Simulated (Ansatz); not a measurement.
## Notes on Ba$_{2}$BiSb$_{2}$

```xyz
5
Lattice="-2.3912 3.8277 4.9292 4.7824 0.0000 0.0000 2.3912 3.8277 -4.9292" Properties=species:S:1:pos:R:3 pbc="T T T"
Bi    0.0000    0.0000    0.0000
Ba    0.0000    3.8277    2.1709
Ba    4.7824    3.8277   -2.1709
Sb    2.3912    5.3711    0.0000
Sb    2.3912    2.2844    0.0000
```

Single point in Ansatz 0.2.0 with PBE, no spin polarisation. Cutoff 420 eV, PAW datasets, 8×8×8 Γ-centred k mesh, fermi-dirac filling (width 0.1 eV).

(1) What happens at the Fermi level?

(2) What does the stress say?

(3) What is the formation energy?

(4) Which element gives electrons and which takes them?

Origin: a database entry at a rescaled volume.

## Answers

(1) It is a metal, with about 2.3 states/eV a cell as the mean within 0.25 eV of the Fermi level, mostly Sb p (50 %) and Bi p (26 %).

(2) The pressure is 1.5 GPa (compression positive), so with the atoms held at these fractions the cell would first expand. The principal stresses 0.8, 1.4, 2.2 GPa differ, so its shape would change too.

(3) -0.85 eV an atom against the elements' usual phases (free molecules for gases, crystals otherwise, with no correction for O₂ or N₂), so it is bound against them; other compounds may still compete. Relaxing would lower it.

(4) Bader charges in e: Ba +1.18, Bi -0.41, Sb -0.97. In the mean Ba gives up most and Sb takes most.
